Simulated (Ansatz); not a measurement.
B₃AsN₂ as one 6-atom ordering (Imm2) on the zincblende lattice, relaxed with r2SCAN. Space group Imm2 (No. 44), orthorhombic; conventional cell a = 2.853 Å, b = 8.582 Å, c = 4.025 Å, 8.21 Å³ an atom. N has 4 B at 1.60–1.70 Å; B has 3 N at 1.60–1.70 Å and 1 As at 1.99 Å; As has 4 B at 1.93–1.99 Å and 2 As at 2.85 Å; B has 2 N at 1.64 Å and 2 As at 1.93 Å.

```
CELL_PARAMETERS angstrom
-1.42673 4.29108 2.01228
1.42673 -4.29108 2.01228
1.42673 4.29108 -2.01228
ATOMIC_POSITIONS crystal
N 0.31975 0.99354 0.32621
B 0.52857 0.72001 0.80856
N 0.66733 0.99354 0.67379
B 0.91145 0.72001 0.19144
As 0.00045 0.00045 0.00000
B 0.32246 0.82246 0.50000
```

3 runs of Ansatz on this cell differ in the functional (and in the settings that go with it). Levels are in eV from each run's valence top; v1 is the last filled band, c1 the first empty one.

Run A, mean stress +2.8 GPa (compression positive):
```tsv
point	v4	v3	v2	v1	c1	c2
Γ	-5.12	-2.40	-2.29	-0.07	2.44	2.54
X	-4.73	-4.57	-4.40	0.00	0.15	2.81
F₀	-7.09	-5.99	-4.83	-3.59	1.41	1.58
Λ₀	-5.30	-3.26	-3.23	-0.47	1.15	2.48
R	-6.91	-5.69	-3.82	-3.40	3.17	3.79
W	-6.75	-5.08	-4.08	-3.99	3.57	4.26
```

Run B, mean stress -3.2 GPa (compression positive):
```tsv
point	v4	v3	v2	v1	c1	c2
Γ	-5.65	-2.67	-2.54	-0.08	4.06	4.29
X	-5.15	-5.02	-4.86	0.00	1.65	4.43
F₀	-7.83	-6.58	-5.28	-3.91	2.99	3.13
Λ₀	-5.85	-3.58	-3.56	-0.51	2.72	4.20
R	-7.63	-6.24	-4.22	-3.74	4.88	5.48
W	-7.47	-5.62	-4.49	-4.37	5.31	6.04
```

Run C, mean stress -3.2 GPa (compression positive):
```tsv
point	v4	v3	v2	v1	c1	c2
Γ	-5.62	-2.65	-2.53	-0.09	3.34	3.54
X	-5.12	-4.99	-4.84	0.00	0.93	3.69
F₀	-7.79	-6.55	-5.26	-3.89	2.26	2.41
Λ₀	-5.82	-3.57	-3.55	-0.51	2.00	3.46
R	-7.59	-6.20	-4.20	-3.72	4.14	4.74
W	-7.43	-5.59	-4.46	-4.34	4.56	5.30
```

Question: Match the runs to PBE, HSE06, PBE0.

Answer: A is PBE, B is PBE0, C is HSE06. In order of the gap: PBE 0.15, HSE06 0.93, PBE0 1.65 eV.

Values at 0 K without nuclear motion; spin polarisation is off, and the phase may be a hypothetical one.

Spin-orbit coupling is left out.

The stress of a hybrid is loosely converged in these runs.
